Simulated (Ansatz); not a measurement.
TiSi2: from a starting cell to a relaxed one

The start is a relaxed TiSi2 cell with one Si and one Ti atom exchanged in a cell of 6 atoms. The cell and all atomic positions are relaxed at zero pressure with PBEsol (plane waves to 420 eV, PAW, scalar-relativistic; Ansatz, a program for electronic structure). First-step values are on the input's coarse k-mesh.

Ansatz input (later rounds restart from its end on a renewed k-mesh):
Ansatz 0.2 input:
```yaml
crystal:
  lattice:
    - [0, 4.0901071588, 4.2499324356]
    - [2.3800721029, 0, 4.2499324356]
    - [2.3800721029, 4.0901071588, 0]
  atoms:
    - { symbol: Si, position: [0.6637240042, 0.3362759958, 0.6637240042] }
    - { symbol: Ti, position: [0.3362759958, 0.6637240042, 0.3362759958] }
    - { symbol: Si, position: [0.5862759958, 0.9137240042, 0.5862759958] }
    - { symbol: Si, position: [0.9137240042, 0.5862759958, 0.9137240042] }
    - { symbol: Si, position: [0, 0, 0] }
    - { symbol: Ti, position: [0.25, 0.25, 0.25] }
basis: { ecutwfc: 420, ecutrho_ratio: 4, xc_grid: 2, fft_grid_basis: typed }
kpoints: { mp_grid: { grid: [6, 6, 6] } }
hamiltonian:
  xc: pbesol
  dispersion: none
  pseudopotentials: { kind: paw }
scf: { occupations: { method: fermi_dirac, width: 0.05 } }
relax: { f_tol: 0.01, max_steps: 100, cell: { stress_tol: 0.02 } }
output: { forces: true, stress: true }
```

```json
{
  "initial_pressure": "+5 GPa (positive: the cell is compressed)",
  "band_gap_at_the_end": "zero (metallic)",
  "optimiser_moves": "13"
}
```

Final structure:

Space group Fddd, origin choice 1 (No. 70); a = 4.7601 Å, b = 8.1802 Å, c = 8.4998 Å, α = β = γ = 90.00°

```
atom  site  symmetry       x       y       z
----  ----  --------  ------  ------  ------
Si     16f       .2.  0.0000  0.1637  0.0000
Ti      8b       222  0.5000  0.5000  0.5000
```
(The calculation used a cell of 6 atoms; values per cell refer to that cell.)

Final values are on a 13×13×13 k-mesh of the relaxed cell. No spin polarisation in the result.

The run could not lose the symmetry of its start.
